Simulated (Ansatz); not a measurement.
Relaxed-ion elastic tensor of ZnS (zinc blende, F-43m) in GPa (Voigt order), LDA in the plane-wave PAW code Ansatz; density 4.36 g/cm³, 18.58 Å³ per atom.

|  | 1 | 2 | 3 | 4 | 5 | 6 |
|---|---|---|---|---|---|---|
| 1 | 117 | 71.4 | 71.4 | 0.0 | 0.0 | 0.0 |
| 2 | 71.4 | 117 | 71.4 | 0.0 | 0.0 | 0.0 |
| 3 | 71.4 | 71.4 | 117 | 0.0 | 0.0 | 0.0 |
| 4 | 0.0 | 0.0 | 0.0 | 52.1 | 0.0 | 0.0 |
| 5 | 0.0 | 0.0 | 0.0 | 0.0 | 52.1 | 0.0 |
| 6 | 0.0 | 0.0 | 0.0 | 0.0 | 0.0 | 52.1 |

Q: Is the crystal mechanically stable?

A: Yes: the smallest eigenvalue of C is 45.3 GPa.

Q: Work out the Voigt, Reuss and Hill averages.

A: K_V = 86.5, K_R = 86.5, K_H = 86.5; G_V = 40.3, G_R = 34.3, G_H = 37.3 GPa.

Q: Give Young's modulus, Poisson's ratio, Pugh's ratio and the universal anisotropy index.

A: E = 9KG/(3K + G) = 97.8 GPa; ν = 0.31; K/G = 2.32 (ductile by the Pugh limit of 1.75); A_U = 5G_V/G_R + K_V/K_R − 6 = 0.88.

Q: Estimate the sound speeds and the Debye temperature.

A: v_l = √((K + 4G/3)/ρ) = 5590 m/s, v_t = √(G/ρ) = 2930 m/s, mean 3270 m/s; Θ = (h/k)(3n/4πV)^(1/3) v_m = 368 K.

Q: Give the Zener ratio and Young's modulus along [100], [110] and [111].

A: A = 2C44/(C11 − C12) = 2.30; 1/E = S11 − 2(S11 − S12 − S44/2)Γ with Γ = 0, 1/4, 1/3 gives 62.5, 102, 130 GPa.

Q: Solve the Christoffel equation for the three sound speeds along [100], [110], [111].

A: Eigenvalues of C_ijkl n_j n_l equal ρv² (piezoelectric stiffening left out). In km/s, slowest first: [100] 3.46, 3.46, 5.18; [110] 2.28, 3.46, 5.79; [111] 2.73, 2.73, 5.98.

Symmetry was held in the LDA relaxation; phonons on a q-mesh show no instability.

Potentials: the earlier of the program's two PAW sets.
